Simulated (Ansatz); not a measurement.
GaP (zinc blende)

```xyz
4
Lattice="0.0000 5.5060 5.5060 2.7530 0.0000 2.7530 2.7530 2.7530 0.0000" Properties=species:S:1:pos:R:3 pbc="T T T"
P      4.1295     4.1295     4.1295
P      4.1295     6.8825     6.8825
Ga     0.0000     0.0000     0.0000
Ga     0.0000     2.7530     2.7530
```

In each cell atom 4 (Ga, nearest neighbour P at 2.384 Å; its periodic images, 3.9 Å or more away, move with it) moves by s·(0.577, 0.577, 0.577) (along Cartesian [111]), the rest being held.

Calculation: PBE (plane waves to 420 eV, PAW, scalar-relativistic; Ansatz, a quantum-chemistry and plane-wave program). k mesh 4×8×8 (Γ-centred), Fermi-Dirac smearing 0.05 eV. F∥ is the force on the atom along that direction. GaP was relaxed with its symmetry unable to fall. 

| s (Å) | F∥ (eV/Å) |
|---|---|
| -0.480 | 10.113 |
| -0.384 | 6.789 |
| -0.288 | 4.315 |
| -0.192 | 2.455 |
| -0.096 | 1.051 |
| 0.000 | 0.000 |
| 0.096 | -0.765 |
| 0.192 | -1.292 |
| 0.288 | -1.619 |
| 0.384 | -1.780 |
| 0.480 | -1.810 |

**Question.** What is the force constant k = d²E/ds² of this move at s = 0?

**Answer.** 9.36 eV/Å². The forces along the line at the two nearest points give (1.051 − (-0.765)) / (2·0.096) = 9.46 eV/Å²; the next pair corrects for the finite step.

(For displaced atoms, the force is minus the slope of the energy, and its curvature is a force constant, which sets phonon frequencies.)
